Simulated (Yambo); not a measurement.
```
CELL_PARAMETERS angstrom
      3.81370     0.00000     0.00000
      0.00000     3.81370     0.00000
      0.00000     0.00000     4.88691
ATOMIC_POSITIONS crystal
  O  0.50000 0.50000 0.00000
  O  0.00000 0.00000 0.00000
  Sn 0.00000 0.50000 0.23537
  Sn 0.50000 0.00000 0.76463
```

SnO (space group P4/nmm, No. 129): G0W0@PBEsol in Yambo (4×4×4 Γ-centred k mesh, 138 bands and a 8 Ry block in the screening, 138 bands in G with the Bruneval-Gonze terminator, plasmon pole fitted at 27.2 eV) on wavefunctions from Quantum ESPRESSO. With the symmetry operations that carry no fractional translation, the mesh has 18 irreducible k points, and the gap Γ → M is 0.485 eV.

Problem. What changes when point-group symmetry is switched off and time reversal alone is kept?

Solution. The mesh then has 36 irreducible points. The exact result doesn't change; the run gives 0.485 eV, and the difference is numerical residue, whose source wasn't traced. Rough time against the symmetric run: within a factor of two for the empty bands, within a factor of two for Yambo (3 states against 4).

Spin-orbit coupling is not included.

Geometry of the Materials Project entry, not relaxed at this level.

The distance between layers or molecules is the database entry's, not relaxed here. Functionals without dispersion can leave it too large, which widens gaps and weakens the response across layers: the numbers belong to this cell.
